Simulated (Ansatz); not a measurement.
GeMo (NiAs type, P6_3/mmc) under volume change, DFT-PBE in the program Ansatz with PAW potentials, shape and atoms relaxed at each volume.

```csv
V (Å³/atom),E − E(relaxed) (meV/atom),P (GPa)
14.611,75.6,17.68
15.093,32.9,10.99
15.574,8.0,5.50
16.056,0.0,0.00
16.538,…,…
17.019,…,…
17.501,58.9,-12.07
```

### Question
What belongs in the gaps?

### Answer

- 17.019, E − E(relaxed) (meV/atom): 27.5
- 17.019, P (GPa): -8.70
- 16.538, E − E(relaxed) (meV/atom): 7.2
- 16.538, P (GPa): -4.70

### Question
What does a third-order Birch–Murnaghan fit give for V₀, B₀ and B′?

### Answer
V₀ = 16.06 Å³/atom, B₀ = 162 GPa, B′ = 3.1.

The cell is a constructed one: a structure type filled with these elements; neither database checked (COD, Materials Project) lists it. Whether it is the stable phase at ambient conditions was not checked. The cell was relaxed with PBE under the symmetry of its start; whether a distortion lowers the energy is not shown. No spin polarisation was allowed. Spin–orbit coupling is left out wherever it is not named.

Potentials: the later of the program's two PAW sets.
